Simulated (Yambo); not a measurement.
BeS (zinc blende, space group F-43m, No. 216), G0W0@PBEsol in Yambo (6×6×6 mesh, plasmon pole; 10 Ry block, no terminator). The number N of bands in W and G is varied.

```tsv
N	x = 1/N	gap Γ → X (eV)	shift of the valence edge (eV)
22	0.04545	4.432	-0.603
33	0.03030	4.440	-0.827
45	0.02222	4.470	-0.963
62	0.01613	?	?
```

Task: Basis-set arguments suggest E = E∞ + A x. Fix A and E∞ from the two rows above the withheld one, predict the row at 62 bands, and test the form.

Result: Gap: A = (4.470 − (4.440))/(0.02222 − 0.03030) = -3.71, E∞ = 4.552 eV, so 4.493 eV is predicted; the run gave 4.510 eV (miss 17 meV). The first two rows have slope -0.53, so the form doesn't hold yet over the whole range. Shift: A = (-0.963 − (-0.827))/(0.02222 − 0.03030) = 16.8, E∞ = -1.337 eV, so -1.066 eV is predicted; the run gave -1.081 eV (miss 15 meV). The first two rows have slope 14.8, within 15 % of that. The other settings are held fixed.

Geometry relaxed with PBEsol; primitive cell a = b = c = 3.422 Å, α = β = γ = 60.00°.

A shift is the quasiparticle energy of the state minus its PBEsol energy.
